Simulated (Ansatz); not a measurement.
Ga (space group Cmce)

```xyz
4
Lattice="2.2128 -3.7427 0.0000 2.2128 3.7427 0.0000 0.0000 0.0000 4.4354" Properties=species:S:1:pos:R:3 pbc="T T T"
Ga     2.2128     2.5747     4.0594
Ga     2.2128    -2.5747     0.3760
Ga     2.2128     1.1679     1.8417
Ga     2.2128    -1.1679     2.5937
```

The slice is a (010) plane (indices of the conventional cell) through the point (0.844, 0.156, 0.085) (fractional), spanned by u = [110] and v = [001] in vectors of this cell: u (4.43 Å) and v (4.44 Å, at 90° to u). It covers one period; positions are fractions (u, v).

Computed with LDA (plane waves to 420 eV, PAW, scalar-relativistic; Ansatz, a quantum-chemistry and plane-wave program). k mesh 12×12×11. These are valence fields of a PAW run, semicore shells included where kept as valence: close to a nucleus they are smooth pseudo fields. Ga was relaxed with its symmetry unable to fall.

Three fields on this plane, each scaled to ten steps between its own extremes (0 low, 9 high; the total valence density on a logarithmic scale, the potential cut 8 eV below its top; x marks points blanked near nuclei; v = 0 in the bottom row):

Map A
```
|xxxxxx5677777777765xxxxx|
|xxxxxx5655555555565xxxxx|
|xxxxx454433444334454xxxx|
|xxxx44432223332223444xxx|
|xxx4443111222221113444xx|
|555543100112221100134555|
|665431000122322100013456|
|544210001234443210001244|
|332100012456665421000123|
|221100134555555543100112|
|22111134444xxx4444311112|
|322223444xxxxxxx44432222|
|44334454xxxxxxxxx4544334|
|5555565xxxxxxxxxxx565555|
|7777765xxxxxxxxxxx567777|
|9998875xxxxxxxxxxx578899|
|9999986xxxxxxxxxxx689999|
|6678997xxxxxxxxxxx799876|
|xxx58996xxxxxxxxx69985xx|
|xxxx58985xxxxxxx58985xxx|
|xxxxx69975xxxxx57996xxxx|
|xxxxxx7998766678997xxxxx|
|xxxxxx6899999999986xxxxx|
|xxxxxx5788999998875xxxxx|
```

Map B
```
|xxxxxx7533333333357xxxxx|
|xxxxxx6432222222346xxxxx|
|xxxxx753211111112357xxxx|
|xxxx85321111111112358xxx|
|xxx7532100011100012357xx|
|776532100001110000123567|
|444311000011111000011344|
|322100000122222100000122|
|111000001334443310000011|
|110000123467776432100001|
|11000123579xxx9753210001|
|111112358xxxxxxx85321111|
|11112357xxxxxxxxx7532111|
|2222346xxxxxxxxxxx643222|
|2323357xxxxxxxxxxx753323|
|4444458xxxxxxxxxxx854444|
|5555568xxxxxxxxxxx865555|
|8776678xxxxxxxxxxx876677|
|xxx98789xxxxxxxxx98789xx|
|xxxx98889xxxxxxx98889xxx|
|xxxxx98789xxxxx98789xxxx|
|xxxxxx8767788877678xxxxx|
|xxxxxx8655555555568xxxxx|
|xxxxxx8544444444458xxxxx|
```

Map C
```
|xxxxxx3688888888863xxxxx|
|xxxxxx4788888888874xxxxx|
|xxxxx157888888888751xxxx|
|xxxx04788888888888740xxx|
|xxx1478999888889998741xx|
|234578999988888999987543|
|667889999988888999998876|
|888999999988888999999988|
|888999998876667889999988|
|888999987643334678999988|
|88899987520xxx0257899988|
|888888750xxxxxxx05788888|
|88888752xxxxxxxxx2578888|
|8888874xxxxxxxxxxx478888|
|8888863xxxxxxxxxxx368888|
|8888762xxxxxxxxxxx267888|
|6677762xxxxxxxxxxx267776|
|2345653xxxxxxxxxxx356543|
|xxx14440xxxxxxxxx04441xx|
|xxxx03430xxxxxxx03430xxx|
|xxxxx14431xxxxx13441xxxx|
|xxxxxx3565432345653xxxxx|
|xxxxxx2677666667762xxxxx|
|xxxxxx2678888888762xxxxx|
```

Task: Assign the maps to these fields: electron localisation function (ELF); valence electron density; electrostatic potential energy of an electron, from the cell's mean.

Result: A is the electron localisation function (ELF); B is the valence electron density; C is the electrostatic potential energy of an electron, from the cell's mean.
